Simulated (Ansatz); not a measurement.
input.yaml (Ansatz)

```yaml
crystal:
  lattice:
    - [4.6549393048, 0.0, 0.0]
    - [-2.3274696524, 4.031295691, 0.0]
    - [0.0, 0.0, 15.2030317694]
  atoms:
    - { symbol: K, position: [0.0, 0.0, 0.0] }
    - { symbol: K, position: [0.0, 0.0, 0.5] }
    - { symbol: K, position: [0.3333333333, 0.6666666667, 0.25] }
    - { symbol: K, position: [0.6666666667, 0.3333333333, 0.75] }
hamiltonian:
  xc: pbesol
  pseudopotentials:
    kind: paw
    azcp:
      K: "pseudopotentials/K.paw.azcp"
basis:
  ecutwfc: 420
  fft_grid_basis: typed
kpoints:
  mp_grid: { grid: [9, 9, 3], shift: [0, 0, 0] }
magnetization:
  spin_polarized: false
scf:
  occupations: { method: fermi_dirac, width: 0.1 }
  lower_state_search: "off"
output:
  stress: true
```

Output

```
Warning: the record states the generating functional pbe (its physics header spells it `PBE`), which answers neither for hamiltonian.xc's functional nor for the pbesol family's — results may be inconsistent (PPs are generated against a specific XC)
Engine: ansatz 0.2.0, aarch64-unknown-linux-gnu
Pseudopotentials: kind: paw
Pseudopotential: K, paw, valence charge 9, recommended cutoff 420 eV (normal) 
Functional definition: PBEsol
  exchange = pbesol_x
  correlation = pbesol_c
Crystal: 4 atoms, lattice volume = 285.292 Å³
Basis set: ecut = 420 eV, 5589 PW (Γ)
Bands: 22, of which v1, the nominal top of the filled ones, is band 18 counted from 1 (17 counted from 0)
Symmetry: 24 space group operations
Space group: P63/mmc (ITA 194), of the structure as read, at distance tolerance 6.6e-5 Å
k-points: 24 of 243
Non-local potential: K, projectors of the file, l = 0: 3, l = 1: 2, l = 2: 2
PAW form: soft (Blöchl's): semilocal exchange-correlation on the pseudo side does not see the compensation charge
PAW frozen core: K, regenerated for the run's functional, and the local potential with it (the file was generated under x = pbe(κ = 0.804, μ = 0.2195149727645171), c = pbe(β = 0.06672455060314922))
PAW one-centre angular grid: K, 110 points (default); XC on 64 Gauss nodes
Initial density: superposition of atomic densities (neutral atoms: chi_scale 0, normalization atom), corrected by the library's trained network
Initial wavefunctions: pseudopotential atomic-orbital guess
Functional: x = pbesol(κ = 0.804, μ = 0.12345679012345678), c = pbesol(β = 0.046)
SCF iter   1: F=—  HF=-6064.163215 eV  |F-HF|=—  |Δ(HF+E_count)|=         —  Δρ=1.11e-3  dr2=1.40e-3  ethr=1.77e-3  ⟨swp⟩=6.5  Hψ=2754  notcnv=0
SCF iter   2: F=—  HF=-6064.163096 eV  |F-HF|=—  |Δ(HF+E_count)|=   1.19e-4  Δρ=5.57e-4  dr2=3.24e-4  ethr=3.90e-6  ⟨swp⟩=2.5  Hψ=1184  notcnv=0
SCF iter   3: F=—  HF=-6064.163102 eV  |F-HF|=—  |Δ(HF+E_count)|=   5.59e-6  Δρ=6.06e-5  dr2=1.45e-5  ethr=9.00e-7  ⟨swp⟩=2.5  Hψ=911  notcnv=0
SCF iter   4: F=—  HF=-6064.163279 eV  |F-HF|=—  |Δ(HF+E_count)|=   1.77e-4  Δρ=1.87e-5  dr2=3.49e-6  ethr=4.03e-8  ⟨swp⟩=1.8  Hψ=562  notcnv=0
SCF iter   5: F=—  HF=-6064.163279 eV  |F-HF|=—  |Δ(HF+E_count)|=   5.93e-8  Δρ=6.34e-6  dr2=2.35e-7  ethr=9.69e-9  ⟨swp⟩=1.9  Hψ=577  notcnv=0
SCF iter   6: F=-6064.163279 eV  HF=-6064.163279 eV  |F-HF|=6.87e-9  |Δ(HF+E_count)|=   4.81e-8  Δρ=1.65e-6  dr2=2.89e-8  ethr=2.78e-10  ⟨swp⟩=4.0  Hψ=1852  notcnv=0
SCF 1 converged in 6 iterations: F = -6064.163279 eV  dr2 = 2.89e-8
SCF converged after 6 iterations
Free energy (F): -6064.163279 eV
Harris-Foulkes:  -6064.163279 eV  (|F-HF|=6.87e-9)
Internal energy: -6064.060005 eV  (E = F + TS)
E sigma→0 (E₀):  -6064.111642 eV
Entropy (-TS):   -0.103274 eV (-25.819 meV/atom)
Fermi energy:    1.844926 eV
--- Per-component energies (eV) ---
  E_band       = -565.107840
  E_kinetic    = 1007.867899
  E_local      = -2991.804837  (includes V_loc(G=0)·N_el)
  E_nonlocal   = 55.305022
  E_hartree    = 1063.973125
  E_xc         = -527.943580
  E_vxc        = -646.749503  (∫ρ·V_xc dr)
  E_paw        = -3047.257612  (= ΣΔE_a)
  E_vpaw       = -117.673975  (= ΣTr[D̂ρ^β])
  E_aug_tail   = -0.000013  (compensation charges beyond the density's cutoff)
  E_ewald      = -1624.631550
  E_core_change = 0.431541  (= ΣΔE_core)
  E_smearing   = -0.103274  (= −TS)
  E_closure    = -0.000000  (closes the sum)
  Σ components = -6064.163279   (vs F -6064.163279, Δ=0.00e0)
--- Stress (GPa, compression-positive) ---
       -0.017978      -0.000000      -0.000000
        0.000000      -0.017978      -0.000000
       -0.000000      -0.000000       0.035668
  P = ⅓ Tr σ = -0.0001 GPa (-0.001 kbar)
```
